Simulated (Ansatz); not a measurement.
Data:

InPd (CsCl type, Pm-3m), a = b = c = 3.2469 Å, α = β = γ = 90.00°.

This is the PBEsol-relaxed structure.

Task: All from PBEsol (plane waves, PAW; program Ansatz), unless another level is named. Predict the density of states at the Fermi level.

Result: 0.35 states/eV per atom (mean over ±0.08 eV).

Task: Predict the formation energy from the elements (no fitted shifts).

Result: -0.53 eV/atom.

Symmetry was held in the PBEsol relaxation. No spin polarisation was allowed. The references are the lowest solids computed at this level, not always the standard phases. Spin–orbit coupling is left out wherever it is not named.

Potentials: the earlier of the program's two PAW sets. The files were generated under PBE; for other functionals the program regenerates the frozen cores, and for LDA and PBEsol the local potential too.
